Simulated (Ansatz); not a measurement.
## What settings do to one calculation: N started on a S site next to N started on a S site in zincblende ZnS, 16 atoms, charge 0

Ansatz (PAW, plane waves), atoms fixed. The base input:

```yaml
crystal:
  lattice:
    - [0.000000, 5.356268, 5.356268]
    - [5.356268, 0.000000, 5.356268]
    - [5.356268, 5.356268, 0.000000]
  atoms:
    - { symbol: Zn, position: [0.005643, 0.987149, 0.000387] }
    - { symbol: Zn, position: [0.492893, 0.506249, 0.489959] }
    - { symbol: Zn, position: [0.993001, 0.002012, 0.504405] }
    - { symbol: Zn, position: [0.506033, 0.496482, 0.996908] }
    - { symbol: Zn, position: [0.007889, 0.499527, 0.991331] }
    - { symbol: Zn, position: [0.497418, 0.008042, 0.492892] }
    - { symbol: Zn, position: [0.509767, 0.993579, 0.992481] }
    - { symbol: Zn, position: [0.006792, 0.496790, 0.490926] }
    - { symbol: S, position: [0.120680, 0.138470, 0.122984] }
    - { symbol: S, position: [0.644029, 0.611952, 0.130002] }
    - { symbol: S, position: [0.118545, 0.626833, 0.131301] }
    - { symbol: S, position: [0.633711, 0.117082, 0.617287] }
    - { symbol: S, position: [0.628236, 0.123789, 0.127168] }
    - { symbol: S, position: [0.135992, 0.616160, 0.627579] }
    - { symbol: N, position: [0.617072, 0.629904, 0.632636] }
    - { symbol: N, position: [0.133107, 0.117687, 0.627774] }
kpoints:
  mp_grid: { grid: [2, 2, 2], shift: [0.5, 0.5, 0.5] }
hamiltonian:
  xc: pbesol
scf:
  occupations: { method: fermi_dirac, width: 0.01 }
output:
  forces: true
  eigenvalues: true
  stress: true
  populations: true
```

Command:

```sh
ansatz run in.yaml --threads 8 --pin off --max-ram 13300MiB --runs-dir r --events-out ev --progress --plain
```

It converged in 20 iterations and 2.9 s of wall time on 8 threads of a Platinum 8488C processor, on a host shared with other runs; peak host memory 0.89 GiB; largest force component 2.04 eV/Å, pressure -5.66 GPa. The cutoff was the default, 420 eV. The base isn't a converged reference: it has few k points, and its atoms are unrelaxed. Each run below changes the keys shown and caps the iterations.

```
run                                         changed     ending  iterations  free energy less the base (meV per atom)  rms change of forces (eV/Å)  change of pressure (GPa)  wall time (s, shared host)
  1  n_extra_bands 60, max_iter 2, dispersion rvv10    refused           –                                         –                            –                         –                           –
  2                           xc pbe0, max_iter 100  converged          84                                other zero                        0.232                      2.38                      86 CPU
  3    ecutrho_ratio 1, max_iter 80, total_charge 1  converged          27                                other zero                        0.301                     20.13                       4 CPU
  4       ecutwfc 480 eV, width 1.0 eV, max_iter 90  converged           8                                    -422.5                        0.151                      3.02                     3.8 CPU
  5                     max_iter 50, total_charge 1  converged          29                                other zero                        0.166                      0.10                     4.9 CPU
  6                      dispersion d4, max_iter 80  converged          20                                other zero                        0.008                     -1.24                     3.5 CPU
```

«Other zero»: another functional, charge or dispersion term moves the zero of energy, so the difference says nothing of accuracy.

Runs with exact exchange count the iterations of all their loops.

Q: Why did some runs give no result?

A: - run 1: inconsistent input (hamiltonian.dispersion, hamiltonian.xc): `dispersion: rvv10` has no transferable b for PBE exchange — Sabatini et al. (2013) fitted b=6.3 to rPW86, and the PBE refits of Peng & Perdew (2017) are task-dependent (b=6.6 S22 / b=10.0 layered). …
